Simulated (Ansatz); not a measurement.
A sound run on MnCl2 (R-3m), field of 1000 T on the spins (DFT, PBEsol, PAW with Ansatz's default frozen-core files, scalar-relativistic in Ansatz 0.2.0):

```yaml
crystal:
  lattice:
    - [1.843, 1.0640565461, 5.8233333333]
    - [-1.843, 1.0640565461, 5.8233333333]
    - [0.0, -2.1281130922, 5.8233333333]
  atoms:
    - { symbol: Mn, position: [0.0, 0.0, 0.0], spin: 4.4 }
    - { symbol: Cl, position: [0.25, 0.25, 0.25] }
    - { symbol: Cl, position: [0.75, 0.75, 0.75] }
magnetization:
  spin_polarized: true
  magnetic_field: 1000
kpoints:
  mp_grid: { grid: [9, 9, 9] }
scf:
  occupations: { method: fermi_dirac, width: 0.08 }
  convergence: { dr2_threshold: 1.0e-10 }
  lower_state_search: "off"
hamiltonian:
  xc: pbesol
  pseudopotentials: { kind: paw }
output:
  forces: true
  stress: true
  eigenvalues: true
```

It converged in 13 iterations. Site moments (μB): Mn1 4.40, Cl2 0.11, Cl3 0.11. Cell moment 5.00 μB. Pressure -3.33 GPa.

The input is then changed, output keys apart:

```diff
+accuracy: medium
+basis:
+  ecutrho_ratio: 9
```

Question: What does the program do with it?

Answer: Self-consistency was reached. Free energy -5993.5422 eV against -5993.5422 eV, cell moment 5.00 μB, pressure -3.33 GPa. The change did no harm here: the energy is that of the sound run to 1 meV per atom.
```
basis.fft_grid_basis auto: the FFT boxes are laid along the combinations [[1, 0, -1], [0, 1, -1], [0, 0, 1]] of the cell's own vectors, 3.686, 3.686 and 6.200 Å long. The dense box has 40×40×64 points. Along the cell's own vectors, as sized, it would have 64×64×64, 2.56 times as many. Of the 12 symmetry operations that the crystal satisfies within crystal.symmetry.tolerance (time reversal apart; o …
Engine: ansatz 0.2.0
Pseudopotentials: kind: paw
Pseudopotential: Mn, paw, valence charge 15, recommended cutoff 420 eV (normal), Mn.paw.azcp
Pseudopotential: Cl, paw, valence charge 7, recommended cutoff 420 eV (normal), Cl.paw.azcp
Functional definition: PBEsol
  exchange = pbesol_x
  correlation = pbesol_c
Crystal: 3 atoms, lattice volume = 68.519 Å³
Basis set: ecut = 420 eV, 1333 PW (Γ), FFT grids on a1−a3, a2−a3, a3, exchange–correlation on 80×80×128 points (8 copies of the dense FFT grid, shifted against one another)
Bands: 21, of which v1, the nominal top of the filled ones, is band 15 counted from 1 (14 counted from 0)
Symmetry: 12 space group operations
Space group: R-3m (ITA 166), of the structure as read, at distance tolerance 4.1e-5 Å
Magnetic group: BNS 166.97 (UNI 1327), of the structure as read, at distance tolerance 4.1e-5 Å
k-points: 85 of 729
Non-local potential: Mn, projectors of the file, l = 0: 3, l = 1: 2, l = 2: 3, l = 3: 1
Non-local potential: Cl, projectors of the file, l = 0: 2, l = 1: 2, l = 2: 2
PAW form: soft (Blöchl's): semilocal exchange-correlation on the pseudo side does not see the compensation charge
PAW frozen core: Mn, regenerated for the run's functional, and the local potential with it (the file was generated under x = pbe(κ = 0.804, μ = 0.2195149727645171), c = pbe(β = 0.06672455060314922))
[...]
  E_core_change = 0.326515  (= ΣΔE_core)
  E_smearing   = -0.000004  (= −TS)
  E_closure    = 0.000000  (closes the sum)
  Σ components = -5993.542232   (vs F -5993.542232, Δ=0.00e0)
--- Forces (eV/Å), atoms counted from 1 ---
  atom   1  Mn     0.00000000     0.00000000    -0.00000000
  atom   2  Cl     0.00000000     0.00000000     0.70486911
  atom   3  Cl     0.00000000    -0.00000000    -0.70486911
  max |Σ_I F_I| component: 2.22e-16 eV/Å
--- Stress (GPa, compression-positive) ---
       -3.233919       0.000000       0.000000
        0.000000      -3.233919      -0.000000
        0.000000      -0.000000      -3.536947
  P = ⅓ Tr σ = -3.3349 GPa (-33.349 kbar)
--- Band table (eV; the first three rows and the last of 170) ---
  k-point 0 ↑: bands = ["-75.9702", "-44.8484", "-44.8434", "-44.8434", "-10.6716", "-9.8914", "-0.5540", "0.8934", "0.8934", "2.6151", "2.6151", "2.7919", "2.7919", "2.9622", "3.0298", "4.5532", "4.5532", "7.7644", "9.7386", "12.9754", "12.9754"]
  k-point 1 ↑: bands = ["-75.9701", "-44.8483", "-44.8441", "-44.8436", "-10.6055", "-9.8780", "-0.4355", "0.8089", "0.9168", "2.0807", "2.3340", "2.7411", "2.9089", "3.0148", "3.1341", "4.4183", "4.5015", "8.2424", "10.2141", "12.4123", "13.1984"]
  k-point 2 ↑: bands = ["-75.9701", "-44.8480", "-44.8459", "-44.8440", "-10.4276", "-9.8474", "-0.1285", "0.6311", "0.9626", "1.1742", "2.0457", "2.4599", "2.7391", "3.1323", "3.2173", "4.2759", "4.4207", "9.1899", "10.9610", "11.9730", "13.6544"]
  k-point 84 ↓: bands = ["-71.0137", "-39.9708", "-39.9701", "-39.9664", "-10.1065", "-9.8470", "0.9447", "1.5979", "2.1946", "2.4106", "2.6664", "2.8210", "6.8303", "6.9607", "7.0861", "7.7112", "7.8434", "10.3603", "11.0545", "13.8354", "14.3977"]
```
